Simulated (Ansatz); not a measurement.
GaAs:
Space group P6₃mc (No. 186); a = b = 3.9883 Å, c = 6.5728 Å, α = β = 90.00°, γ = 120.00°

```json
[
 {"atom": "Ga", "site": "2b", "symmetry": "3m.", "x": "0.3333", "y": "0.6667", "z": "0.0000"},
 {"atom": "As", "site": "2b", "symmetry": "3m.", "x": "0.3333", "y": "0.6667", "z": "0.3740"}
]
```

Relaxed with PBEsol. The program Ansatz at the PBEsol level (PAW) gives a gap of 0.43 eV.

Problem. What gap does HSE06 give on the same cell (Ansatz, PAW)?

Solution. 1.40 eV, 0.97 eV more. The hybrid was solved on a coarser mesh and at special points; its gap is the smallest among all of these.

```tsv
k	v1 PBEsol	c1 PBEsol	v1 HSE06	c1 HSE06
Γ	0.00	0.43	0.00	1.40
A	-0.72	1.38	?	?
K	-2.86	2.10	?	?
H	-1.76	1.99	-1.91	2.80
M	-1.23	1.23	?	?
L	-2.12	1.21	?	?
```

Problem. Top valence (v1) and lowest conduction level (c1) in eV from each method's valence maximum (which need not be a listed point): supply the withheld HSE06 values.

Solution. 
- A, v1 HSE06: -0.78
- A, c1 HSE06: 2.24
- K, v1 HSE06: -3.09
- K, c1 HSE06: 2.79
- L, v1 HSE06: -2.29
- L, c1 HSE06: 1.96
- M, v1 HSE06: -1.34
- M, c1 HSE06: 1.94

Cost on shared cores: the PBEsol run (SCF on a 8×8×4 mesh, then bands and DOS) about 30 core-seconds (a rough figure), the HSE06 run (SCF on 6×6×3, then a few points) very roughly 5 core-minutes; the tasks are unlike.

Space group P6_3mc (wurtzite). The first step of the workflow began from a Materials Project structure, measured or hypothetical; the Crystallography Open Database copy checked does not list it. It is not the phase usual at ambient conditions (space group No. 216). The cell was relaxed with PBEsol under the symmetry of its start; whether a distortion lowers the energy is not shown. Scalar-relativistic: spin–orbit coupling is off unless named, which matters more the heavier the elements.

Potentials: the later of the program's two PAW sets.
